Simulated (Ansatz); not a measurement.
Ru in space group P-3m1 (No. 164; Ru on 2c, Ru on 2d, Ru on 2d, Ru on 2d) under volume change, r²SCAN in the plane-wave PAW code Ansatz, shape and atoms relaxed at each volume.

```
V (Å³/atom)  E − E(relaxed) (meV/atom)     P (GPa)
-----------  -------------------------  ----------
12.326                      (withheld)  (withheld)
12.733                      (withheld)  (withheld)
13.139                            13.4       10.89
13.545                             0.0        0.00
13.952                            11.9       -9.14
14.358                            45.1      -16.78
14.764                            96.0      -23.13
```

Problem. Some entries are withheld; supply them.

Solution. 
- 12.733, E − E(relaxed) (meV/atom): 57.0
- 12.733, P (GPa): 23.85
- 12.326, E − E(relaxed) (meV/atom): 136.5
- 12.326, P (GPa): 39.27

Problem. What does a third-order Birch–Murnaghan fit give for V₀, B₀ and B′?

Solution. V₀ = 13.55 Å³/atom, B₀ = 331 GPa, B′ = 4.8.

The start of the workflow was typed in or built on a structure type; neither database checked (COD, Materials Project) lists it. It is not the phase usual at ambient conditions (space group No. 194). Symmetry was held in the r²SCAN relaxation; whether a distortion lowers the energy is not shown. No spin polarisation was allowed.

Potentials: the later of the program's two PAW sets.
